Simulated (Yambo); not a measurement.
G0W0@PBEsol for Ca$_{2}$H$_{3}$Br (space group P-3m1, No. 164) in Yambo (3×3×2 mesh, 7 Ry block, plasmon pole, screening fixed), without a terminator:

| bands N in G | gap A → (0, 0.333, -0.5) (eV) | shift of the valence edge (eV) |
|---|---|---|
| 98 | 3.326 | -0.275 |
| 166 | 3.402 | -0.658 |
| 258 | 3.411 | -0.809 |

Task: Extrapolate both columns to infinite N with E(N) = E∞ + A/N, test the form, and compare with the terminator.

Result: From two points, E∞ = (N2 E2 − N1 E1)/(N2 − N1). The two largest N give 3.43 eV for the gap and -1.08 eV for the shift; the two smallest give 3.51 eV and -1.21 eV. For the gap the slopes A are -18 and -4.2 eV: the form isn't reached, and its limit is uncertain. For the shift the slopes A are 92 and 70 eV: the form isn't reached, and its limit is uncertain. With the Bruneval-Gonze terminator and 258 bands the run gives 3.36 eV and -0.90 eV, 0.06 eV and 0.18 eV from the extrapolated values: the terminator too is an estimate of the remainder. Block, mesh and the bands in W are held fixed. In the run with 258 bands and a 7 Ry block, which covers more k points, the smallest G0W0 gap is 3.28 eV, A → A.

Spin-orbit coupling is included.

Geometry of the Materials Project entry, not relaxed at this level; primitive cell a = b = 3.9029 Å, c = 6.8535 Å, α = β = 90.00°, γ = 120.00°.

The structure is a Materials Project entry; no match was found in the copy of COD used, and its stability was not checked.

A shift is the quasiparticle energy of the state minus its PBEsol energy.
